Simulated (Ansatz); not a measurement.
**What internal relaxation does to the elastic constants of Ti2O3**

Level of theory: DFT PBEsol, scalar-relativistic, plane waves, PAW (Ansatz 0.2.0). Cutoff 420 eV, 12×12×12 k-points (Γ-centred), Fermi-Dirac smearing of 0.15 eV. No spin polarisation.

Relaxed structure:
```xyz
10
Lattice="2.5158 1.4525 4.6482 -2.5158 1.4525 4.6482 0.0000 -2.9050 4.6482" Properties=species:S:1:pos:R:3 pbc="T T T"
Ti    0.0000    0.0000   11.7943
Ti    0.0000    0.0000    9.1225
Ti    0.0000    0.0000    2.1502
Ti    0.0000    0.0000    4.8221
O    -0.9478   -1.4525    5.8102
O     1.7318   -0.0946    5.8102
O    -0.7840    1.5471    5.8102
O     0.9478    1.4525    8.1343
O    -1.7318    0.0946    8.1343
O     0.7840   -1.5471    8.1343
```

In a metal, frequencies and elastic constants depend on the k mesh and the smearing, soft modes and shear constants most. Spin polarisation was left out, and a magnetic state may lie lower. A semilocal functional can close a gap that the real compound has.

Clamped-ion constants (GPa, Voigt order; atoms follow the strain homogeneously):
C11 = 404.1, C12 = 137.9, C13 = 174.3, C14 = -8.5, C22 = 404.1, C23 = 174.3, C24 = 8.5, C33 = 351.1, C44 = 142.2, C55 = 142.2, C56 = -8.5, C66 = 133.1 GPa; the others vanish.

Question: What are the constants once the atoms relax in each strained cell?

Answer:
```
348.0 185.2 172.8 -12.3   0.0   0.0
185.2 348.0 172.8  12.3   0.0   0.0
172.8 172.8 331.1   0.0   0.0   0.0
-12.3  12.3   0.0  94.9   0.0   0.0
  0.0   0.0   0.0   0.0  94.9 -12.3
  0.0   0.0   0.0   0.0 -12.3  81.4
```
The Voigt shear modulus goes from 128.3 to 87.3 GPa and the Voigt bulk modulus from 237.0 to 232.1 GPa. Relaxation subtracts ΛᵀK⁻¹Λ/V, with Λ the forces that a strain puts on the atoms and K the zone-centre force constants. At a stable cell this can only lower the diagonal constants, and it acts only for strains that share their symmetry with an optical mode; elsewhere, and where the coupling is weak, the constants hardly move.

Cost: 2 runs of about 38 core-minutes in all, on Arm Neoverse V2, AMD EPYC 9R45 (Zen 5) (shared hosts).